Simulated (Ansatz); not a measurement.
Relaxation of a relaxed As cell displaced along its unstable phonon at q = (½, 0, 0) of its primitive reciprocal cell (91i cm⁻¹), largest move 0.15 Å; 8 atoms in the cell, which starts as Pnma (No. 62), oP8; a = 10.012 Å, b = 2.982 Å, c = 5.164 Å, α = 90.00°, β = 90.00°, γ = 90.00°. All values below come from PBE (plane waves to 420 eV, PAW, scalar-relativistic; Ansatz, a quantum-chemistry and plane-wave program). Γ-centred k-mesh 6×12×4 on the run's cell (coarser than for final values), Fermi–Dirac smearing 0.05 eV. This is the first round of the run. 

The optimiser's lines from the output (shortened; P is positive under compression):

```
relax step   1: F+E_penalty+E_count = -38845.13182570 eV  Δ(F+E_penalty+E_count) = +0.000e0 eV  max|allowed force component| = 1.114e-1 eV/Å  Δτ_max = 0.0000 Å  P = +1.172 GPa  Ω = 154.171 Å³  (8 SCF iters, dr2 threshold 1.00e-7 eV, accepted)
relax step   2: F+E_penalty+E_count = -38845.16672099 eV  Δ(F+E_penalty+E_count) = -3.490e-2 eV  max|allowed force component| = 1.504e-1 eV/Å  Δτ_max = 0.0419 Å  P = -1.065 GPa  Ω = 159.030 Å³  (5 SCF iters, dr2 threshold 8.00e-7 eV, accepted)
relax step   3: F+E_penalty+E_count = -38845.23860151 eV  Δ(F+E_penalty+E_count) = -7.188e-2 eV  max|allowed force component| = 2.118e-1 eV/Å  Δτ_max = 0.0869 Å  P = -1.730 GPa  Ω = 161.380 Å³  (6 SCF iters, dr2 threshold 8.00e-7 eV, accepted)
relax step   4: F+E_penalty+E_count = -38845.45634435 eV  Δ(F+E_penalty+E_count) = -2.177e-1 eV  max|allowed force component| = 4.509e-1 eV/Å  Δτ_max = 0.1678 Å  P = -2.596 GPa  Ω = 165.130 Å³  (6 SCF iters, dr2 threshold 8.00e-7 eV, accepted)
relax step   5: F+E_penalty+E_count = -38845.82566350 eV  Δ(F+E_penalty+E_count) = -3.693e-1 eV  max|allowed force component| = 5.844e-1 eV/Å  Δτ_max = 0.1950 Å  P = -2.653 GPa  Ω = 166.978 Å³  (6 SCF iters, dr2 threshold 8.00e-7 eV, accepted)
relax step   6: F+E_penalty+E_count = -38846.27321034 eV  Δ(F+E_penalty+E_count) = -4.475e-1 eV  max|allowed force component| = 5.367e-1 eV/Å  Δτ_max = 0.1951 Å  P = -0.762 GPa  Ω = 164.397 Å³  (7 SCF iters, dr2 threshold 8.00e-7 eV, accepted)
relax step   7: F+E_penalty+E_count = -38846.60391782 eV  Δ(F+E_penalty+E_count) = -3.307e-1 eV  max|allowed force component| = 4.421e-1 eV/Å  Δτ_max = 0.1950 Å  P = +2.574 GPa  Ω = 162.439 Å³  (7 SCF iters, dr2 threshold 8.00e-7 eV, accepted)
relax step   8: F+E_penalty+E_count = -38846.69855178 eV  Δ(F+E_penalty+E_count) = -9.463e-2 eV  max|allowed force component| = 4.558e-1 eV/Å  Δτ_max = 0.1153 Å  P = +7.005 GPa  Ω = 160.389 Å³  (8 SCF iters, dr2 threshold 8.00e-7 eV, accepted)
relax step   9: F+E_penalty+E_count = -38847.29368119 eV  Δ(F+E_penalty+E_count) = -5.951e-1 eV  max|allowed force component| = 5.974e-1 eV/Å  Δτ_max = 0.1472 Å  P = +5.067 GPa  Ω = 167.388 Å³  (8 SCF iters, dr2 threshold 8.00e-7 eV, accepted)
relax step  10: F+E_penalty+E_count = -38847.65086568 eV  Δ(F+E_penalty+E_count) = -3.572e-1 eV  max|allowed force component| = 8.355e-1 eV/Å  Δτ_max = 0.1381 Å  P = +3.909 GPa  Ω = 175.903 Å³  (7 SCF iters, dr2 threshold 8.00e-7 eV, accepted)
relax step  11: F+E_penalty+E_count = -38848.07827656 eV  Δ(F+E_penalty+E_count) = -4.274e-1 eV  max|allowed force component| = 2.530e-1 eV/Å  Δτ_max = 0.0719 Å  P = -1.188 GPa  Ω = 182.491 Å³  (6 SCF iters, dr2 threshold 8.00e-7 eV, accepted)
relax step  12: F+E_penalty+E_count = -38848.41303970 eV  Δ(F+E_penalty+E_count) = -3.348e-1 eV  max|allowed force component| = 4.490e-2 eV/Å  Δτ_max = 0.0309 Å  P = -1.529 GPa  Ω = 180.213 Å³  (7 SCF iters, dr2 threshold 8.00e-7 eV, accepted)
relax step  13: F+E_penalty+E_count = -38848.51144777 eV  Δ(F+E_penalty+E_count) = -9.841e-2 eV  max|allowed force component| = 5.301e-2 eV/Å  Δτ_max = 0.0569 Å  P = -0.185 GPa  Ω = 174.574 Å³  (7 SCF iters, dr2 threshold 8.00e-7 eV, accepted)
relax step  14: F+E_penalty+E_count = -38848.53556624 eV  Δ(F+E_penalty+E_count) = -2.412e-2 eV  max|allowed force component| = 6.410e-2 eV/Å  Δτ_max = 0.0272 Å  P = -0.292 GPa  Ω = 173.391 Å³  (7 SCF iters, dr2 threshold 8.00e-7 eV, accepted)
relax step  15: F+E_penalty+E_count = -38848.53983153 eV  Δ(F+E_penalty+E_count) = -4.265e-3 eV  max|allowed force component| = 2.042e-2 eV/Å  Δτ_max = 0.0370 Å  P = -0.242 GPa  Ω = 173.470 Å³  (5 SCF iters, dr2 threshold 5.19e-7 eV, accepted)
relax step  16: F+E_penalty+E_count = -38848.54286995 eV  Δ(F+E_penalty+E_count) = -3.038e-3 eV  max|allowed force component| = 1.303e-2 eV/Å  Δτ_max = 0.0570 Å  P = -0.009 GPa  Ω = 172.506 Å³  (6 SCF iters, dr2 threshold 2.50e-7 eV, accepted)
relax step  17: F+E_penalty+E_count = -38848.54235967 eV  Δ(F+E_penalty+E_count) = +5.103e-4 eV  max|allowed force component| = 4.933e-2 eV/Å  Δτ_max = 0.0161 Å  P = +0.090 GPa  Ω = 172.461 Å³  (7 SCF iters, dr2 threshold 1.06e-8 eV, rejected (line search))
relax step  18: F+E_penalty+E_count = -38848.54305778 eV  Δ(F+E_penalty+E_count) = -1.878e-4 eV  max|allowed force component| = 4.343e-3 eV/Å  Δτ_max = 0.0080 Å  P = -0.010 GPa  Ω = 172.482 Å³  (10 SCF iters, accepted)
relax step  19: F+E_penalty+E_count = -38848.54310251 eV  Δ(F+E_penalty+E_count) = -4.473e-5 eV  max|allowed force component| = 7.904e-4 eV/Å  Δτ_max = 0.0083 Å  P = -0.005 GPa  Ω = 172.445 Å³  (7 SCF iters, dr2 threshold 1.38e-9 eV, accepted)
relax step  20: F+E_penalty+E_count = -38848.72635234 eV  Δ(F+E_penalty+E_count) = -1.832e-1 eV  max|allowed force component| = 2.779e-3 eV/Å  Δτ_max = 0.0000 Å  P = +1.451 GPa  Ω = 172.445 Å³  stress off target by 3.15e0 GPa  SCF on the basis re-selected at this cell (its energy is not comparable with the rows above)  (10 SCF iters)
relax step  21: F+E_penalty+E_count = -38848.79198569 eV  Δ(F+E_penalty+E_count) = -6.563e-2 eV  max|allowed force component| = 5.056e-2 eV/Å  Δτ_max = 0.0208 Å  P = +0.483 GPa  Ω = 175.467 Å³  (6 SCF iters, dr2 threshold 8.00e-7 eV, accepted)
relax step  22: F+E_penalty+E_count = -38848.80908073 eV  Δ(F+E_penalty+E_count) = -1.710e-2 eV  max|allowed force component| = 7.571e-2 eV/Å  Δτ_max = 0.0220 Å  P = -0.215 GPa  Ω = 176.588 Å³  (6 SCF iters, dr2 threshold 8.00e-7 eV, accepted)
relax step  23: F+E_penalty+E_count = -38848.81315102 eV  Δ(F+E_penalty+E_count) = -4.070e-3 eV  max|allowed force component| = 3.883e-2 eV/Å  Δτ_max = 0.0165 Å  P = +0.073 GPa  Ω = 176.129 Å³  (6 SCF iters, dr2 threshold 3.58e-7 eV, accepted)
relax step  24: F+E_penalty+E_count = -38848.81348171 eV  Δ(F+E_penalty+E_count) = -3.307e-4 eV  max|allowed force component| = 1.209e-2 eV/Å  Δτ_max = 0.0068 Å  P = -0.033 GPa  Ω = 176.193 Å³  (6 SCF iters, dr2 threshold 9.42e-8 eV, accepted)
relax step  25: F+E_penalty+E_count = -38848.81356519 eV  Δ(F+E_penalty+E_count) = -8.348e-5 eV  max|allowed force component| = 1.970e-4 eV/Å  Δτ_max = 0.0017 Å  P = -0.001 GPa  Ω = 176.201 Å³  (6 SCF iters, dr2 threshold 9.13e-9 eV, accepted)
relax step  26: F+E_penalty+E_count = -38848.81468679 eV  Δ(F+E_penalty+E_count) = -1.122e-3 eV  max|allowed force component| = 3.102e-4 eV/Å  Δτ_max = 0.0000 Å  P = +0.005 GPa  Ω = 176.201 Å³  stress off target by 1.55e-2 GPa  SCF on the basis re-selected at this cell (its energy is not comparable with the rows above)  (6 SCF iters)
```

From the first to the last row the energy changes by -0.46 eV/atom and the volume by +14.3 %. The last row is marked as not comparable with the walk above it, whose basis was carried along; it does compare with step 1, since both stand on a basis selected at the nominal cutoff for their own cell.

Energy and pressure jump between steps 19 and 20 at one geometry, where the plane-wave basis was selected anew. While the cell walks, the set of plane waves is carried along, so its effective cutoff drifts with the strain; re-selecting it at 420 eV moved the energy by -0.023 eV/atom and the pressure by 1.5 GPa. Only step 1 and rows on a re-selected basis compare with each other.

Step 17 was rejected by the optimiser.

Later rounds, restarted from the end of this one on a renewed k-mesh, logged 12 more steps and released under 0.01 eV/atom more. The final structure after all rounds: Pnma (No. 62), oP8; a = 11.396 Å, b = 3.872 Å, c = 3.973 Å, α = 90.00°, β = 90.00°, γ = 90.00°. Between re-selections the logged energies stand on a plane-wave basis carried along with the cell. No spin polarisation in the result.

The run could not lose the symmetry of its start, so the end can be a saddle point.

The relaxed structure here is a generated cell of As: the first start was made by placing the elements on the sites of a structure type, and the end was not matched to a known phase here, so it may be hypothetical. Known forms of As include space group No. 166.
